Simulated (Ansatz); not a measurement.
Input file for Ansatz (an electronic-structure program):

Ansatz 0.2 input:
```yaml
crystal:
  lattice:
    - [4.7049164312, 0.0, 0.0]
    - [0.0, 4.7049164312, 0.0]
    - [0.0, 0.0, 4.7049164312]
  atoms:
    - { symbol: V, position: [0.5, 0.25, 0.0] }
    - { symbol: V, position: [0.5, 0.75, 0.0] }
    - { symbol: V, position: [0.25, 0.0, 0.5] }
    - { symbol: V, position: [0.75, 0.0, 0.5] }
    - { symbol: V, position: [0.0, 0.5, 0.25] }
    - { symbol: V, position: [0.0, 0.5, 0.75] }
    - { symbol: Ge, position: [0.5, 0.5, 0.5] }
    - { symbol: Ge, position: [0.0, 0.0, 0.0] }
kpoints:
  mp_grid: { grid: [7, 7, 7] }
  band_path:
    path:
      - [[0.0, 0.0, 0.0], [0.0, 0.5, 0.0], [0.5, 0.5, 0.0], [0.0, 0.0, 0.0], [0.5, 0.5, 0.5], [0.0, 0.5, 0.0]]  # Γ-X-M-Γ-R-X
      - [[0.5, 0.5, 0.5], [0.5, 0.5, 0.0]]  # R-M
    npoints: 12
basis: { xc_grid: 2 }
hamiltonian:
  xc: pbesol
  pseudopotentials: { kind: paw }
magnetization: { noncollinear: true, spin_orbit: true }
scf:
  n_extra_bands: 16
  convergence: { dr2_threshold: 0.0000000001 }
  occupations: { method: gaussian, width: 0.05 }
output: { eigenvalues: true }
```

Output (shortened):

```
Pseudopotential: V, paw_fr, valence charge 13
Pseudopotential: Ge, paw_fr, valence charge 14
Functional definition: PBEsol
non-collinear run that drives no moment, with spin-orbit …
Crystal: 8 atoms, lattice volume = 104.149 Å³
Basis set: ecut = 420 eV, 2007 PW (Γ), exchange–correlation on 64×64×64 points (8 copies of the dense FFT grid, shifted against one another)
Bands: 122, of which v1, the nominal top of the filled ones, is band 106 counted from 1 (105 counted from 0)
Symmetry: 48 space group operations + 48 with time reversal
k-points: 20 of 343
Projection manifold: j_resolved (fully-relativistic pseudo-atomic orbitals)
SCF iter   1: F=—  HF=-25824.678974 eV  |F-HF|=—  |Δ(HF+E_count)|=         —  Δρ=6.66e-2  dr2=5.24e0  dr2_m=0.00e0 (ungated)  ethr=3.10e-3  |M|=0.00e0 ∫|m|=0.00e0 μB  |m|>n=0.0e0 m-floor=0.0e0 τ_xc=0.0e0  β_m=0.30  ⟨swp⟩=5.9  Hψ=5135  notcnv=0  defer=8
preconditioner: auto → Kerker (q_TF=auto, 2.736 Å⁻¹)
spin=Noncollinear: Kerker preconditioning applied to the charge; magnetization (m_x, m_y, m_z) channels mix plain (no charge-response kernel on spin).
SCF iter   2: F=—  HF=-25823.624308 eV  |F-HF|=—  |Δ(HF+E_count)|=    1.05e0  Δρ=4.59e-2  dr2=2.83e0  dr2_m=0.00e0 (ungated)  ethr=3.10e-3  |M|=0.00e0 ∫|m|=0.00e0 μB  |m|>n=0.0e0 m-floor=0.0e0 τ_xc=0.0e0  β_m=0.56  ⟨swp⟩=3.0  Hψ=2077  notcnv=0  defer=166
SCF iter   3: F=—  HF=-25822.672955 eV  |F-HF|=—  |Δ(HF+E_count)|=   9.51e-1  Δρ=1.36e-2  dr2=3.37e-1  dr2_m=0.00e0 (ungated)  ethr=2.67e-3  |M|=0.00e0 ∫|m|=0.00e0 μB  |m|>n=0.0e0 m-floor=0.0e0 τ_xc=0.0e0  β_m=0.64  ⟨swp⟩=2.0  Hψ=1594  notcnv=0  defer=166
SCF iter   4: F=—  HF=-25822.552656 eV  |F-HF|=—  |Δ(HF+E_count)|=   1.20e-1  Δρ=2.47e-3  dr2=3.16e-3  dr2_m=0.00e0 (ungated)  ethr=3.18e-4  |M|=0.00e0 ∫|m|=0.00e0 μB  |m|>n=0.0e0 m-floor=0.0e0 τ_xc=0.0e0  β_m=0.64  ⟨swp⟩=2.4  Hψ=1968  notcnv=0  defer=162
SCF iter   5: F=—  HF=-25822.551937 eV  |F-HF|=—  |Δ(HF+E_count)|=   7.19e-4  Δρ=1.09e-3  dr2=7.24e-4  dr2_m=0.00e0 (ungated)  ethr=2.98e-6  |M|=0.00e0 ∫|m|=0.00e0 μB  |m|>n=0.0e0 m-floor=0.0e0 τ_xc=0.0e0  β_m=0.71  ⟨swp⟩=2.0  Hψ=2273  notcnv=0  defer=158
SCF iter   6: F=—  HF=-25822.552054 eV  |F-HF|=—  |Δ(HF+E_count)|=   1.17e-4  Δρ=3.21e-4  dr2=7.80e-5  dr2_m=0.00e0 (ungated)  ethr=6.83e-7  |M|=0.00e0 ∫|m|=0.00e0 μB  |m|>n=0.0e0 m-floor=0.0e0 τ_xc=0.0e0  β_m=0.83  ⟨swp⟩=2.0  Hψ=1729  notcnv=0  defer=158
SCF iter   7: F=—  HF=-25822.552062 eV  |F-HF|=—  |Δ(HF+E_count)|=   8.51e-6  Δρ=3.98e-5  dr2=9.43e-7  dr2_m=0.00e0 (ungated)  ethr=7.36e-8  |M|=0.00e0 ∫|m|=0.00e0 μB  |m|>n=0.0e0 m-floor=0.0e0 τ_xc=0.0e0  β_m=0.87  ⟨swp⟩=2.0  Hψ=1729  notcnv=0  defer=158
SCF iter   8: F=—  HF=-25822.552183 eV  |F-HF|=—  |Δ(HF+E_count)|=   1.21e-4  Δρ=2.36e-5  dr2=3.98e-7  dr2_m=0.00e0 (ungated)  ethr=8.89e-10  |M|=0.00e0 ∫|m|=0.00e0 μB  |m|>n=0.0e0 m-floor=0.0e0 τ_xc=0.0e0  β_m=0.94  ⟨swp⟩=2.0  Hψ=2216  notcnv=0  defer=158
SCF iter  11: F=-25822.552183 eV  HF=-25822.552183 eV  |F-HF|=2.91e-11  |Δ(HF+E_count)|=  4.37e-11  Δρ=1.28e-7  dr2=1.29e-11  dr2_m=0.00e0 (ungated)  ethr=1.00e-12  |M|=0.00e0 ∫|m|=0.00e0 μB  |m|>n=0.0e0 m-floor=0.0e0 τ_xc=0.0e0  ⟨swp⟩=9.7  Hψ=3532  notcnv=0
SCF 1 converged in 11 iterations: F = -25822.552183 eV  dr2 = 1.29e-11
NSCF: frozen V_eff on 74 k-points
SCF converged after 11 iterations
Magnetization: |M| = 0.0000 μB,  M = (+0.0000, +0.0000, +0.0000) μB
Absolute magnetization: 0.0000 μB (∫|m|)
  site 0: m = (+0.0000, +0.0000, +0.0000) μB, |m| = 0.0000 μB  (R = 0.97 Å)
  site 1: m = (+0.0000, +0.0000, +0.0000) μB, |m| = 0.0000 μB  (R = 0.97 Å)
  site 2: m = (+0.0000, +0.0000, +0.0000) μB, |m| = 0.0000 μB  (R = 0.97 Å)
  site 3: m = (+0.0000, +0.0000, +0.0000) μB, |m| = 0.0000 μB  (R = 0.97 Å)
  site 4: m = (+0.0000, +0.0000, +0.0000) μB, |m| = 0.0000 μB  (R = 0.97 Å)
  site 5: m = (+0.0000, +0.0000, +0.0000) μB, |m| = 0.0000 μB  (R = 0.97 Å)
  site 6: m = (+0.0000, +0.0000, +0.0000) μB, |m| = 0.0000 μB  (R = 1.08 Å)
  site 7: m = (+0.0000, +0.0000, +0.0000) μB, |m| = 0.0000 μB  (R = 1.08 Å)
Free energy (F): -25822.552183 eV
Harris-Foulkes:  -25822.552183 eV  (|F-HF|=2.91e-11)
Internal energy: -25822.530938 eV  (E = F + TS)
E sigma→0 (E₀):  -25822.541561 eV
Entropy (-TS):   -0.021246 eV (-2.656 meV/atom)
Fermi energy:    17.017304 eV
--- Per-component energies (eV) ---
  E_band       = -883.363772
  E_kinetic    = 2256.857972
  E_local      = -8932.355899  (includes V_loc(G=0)·N_el)
  E_nonlocal   = 582.104990
  E_hartree    = 4080.422725
  E_xc         = -933.964960
  E_vxc        = -1128.225728  (∫ρ·V_xc dr)
  E_paw        = -10484.444373  (= ΣΔE_a)
  E_vpaw       = -1822.591962  (= ΣTr[D̂ρ^β])
  E_aug_tail   = 0.001754  (compensation charges beyond the density's cutoff)
  E_ewald      = -12393.897063
  E_core_change = 2.743915  (= ΣΔE_core)
  E_smearing   = -0.021246  (= −TS)
  E_closure    = 0.000000  (closes the sum)
  Σ components = -25822.552183   (vs F -25822.552183, Δ=0.00e0)
  [band-id]    e_kinetic+e_local+e_nonlocal+2·e_hartree+e_vxc+e_vpaw+e_augmentation_tail = -883.363422   (vs E_band -883.363772, Δ=3.49e-4)
--- Band table (eV; the first three rows and the last of 20) ---
  k-point 0: bands = ["-46.5213", "-46.5213", "-46.4428", "-46.4428", "-46.4428", "-46.4428", "-46.2259", "-46.2259", "-46.2259", "-46.2259", "-46.2259", "-46.2259", "-21.3205", "-21.3205", "-21.3205", "-21.3205", "-21.2354", "-21.2354", "-20.9186", …
  k-point 1: bands = ["-46.5150", "-46.5150", "-46.4457", "-46.4457", "-46.4347", "-46.4347", "-46.2378", "-46.2378", "-46.2259", "-46.2259", "-46.2259", "-46.2259", "-21.3187", "-21.3187", "-21.2960", "-21.2960", "-21.2151", "-21.2151", "-20.9183", …
  k-point 2: bands = ["-46.5000", "-46.5000", "-46.4541", "-46.4541", "-46.4093", "-46.4093", "-46.2710", "-46.2710", "-46.2259", "-46.2259", "-46.2259", "-46.2259", "-21.3134", "-21.3134", "-21.2857", "-21.2857", "-21.1120", "-21.1120", "-20.9206", …
  k-point 19: bands = ["-46.3829", "-46.3829", "-46.3727", "-46.3727", "-46.3727", "-46.3727", "-46.3235", "-46.3235", "-46.3235", "-46.3235", "-46.3171", "-46.3171", "-20.9847", "-20.9847", "-20.9833", "-20.9833", "-20.9688", "-20.9688", "-20.9027", …
```

Cost: very roughly 6 core-minutes on shared cores.

Space group Pm-3n (A15 (Cr3Si type)). The first step of the workflow began from a Materials Project structure, measured or hypothetical; the Crystallography Open Database files this formula in space group No. 223, but the cells were not matched. Whether it is the stable phase at ambient conditions was not checked. The PBEsol relaxation kept the symmetry of its start; whether a distortion lowers the energy is not shown. The run is not spin-polarised.

Potentials: the later of the program's two PAW sets.

Ansatz is a plane-wave DFT program.
